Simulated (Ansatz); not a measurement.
Values for one crystal, relaxed and computed with the program Ansatz at the r²SCAN level (PAW); other levels are named.

```yaml
volume_per_atom: 13.93 Å³
electronic_character: metallic (no gap)
Density of states at the Fermi level: 0.22 states/eV per atom (mean over ±0.08 eV)
Formation energy from the elements (no fitted shifts): -42 kJ/mol-atom
```

Q: Pick the material that matches.
A) SrTl2, P6_3/mmc (Sr on 2b, Tl on 4f)
B) Al2Pt, fluorite or antifluorite type
C) GdCd, CsCl type
D) Zn3Pt, I4/mmm (Zn on 4d, Zn on 2b, Pt on 2a)

A: D, Zn3Pt, I4/mmm (Zn on 4d, Zn on 2b, Pt on 2a)

The workflow started from a Materials Project entry (that database holds measured and hypothetical structures alike); the Crystallography Open Database copy checked does not list it. With Zn and Pt taken as one species the cell has the higher symmetry Fm-3m, so it may be an ordered model of a mixed-site phase. Its standing as an ambient phase is unchecked. Symmetry was held in the r²SCAN relaxation; its stability against distortions is not shown here. No spin polarisation was allowed. The references are the lowest solids computed at this level, not always the standard phases. Scalar-relativistic: spin–orbit coupling is off unless named, which matters more the heavier the elements.

Potentials: the later of the program's two PAW sets.
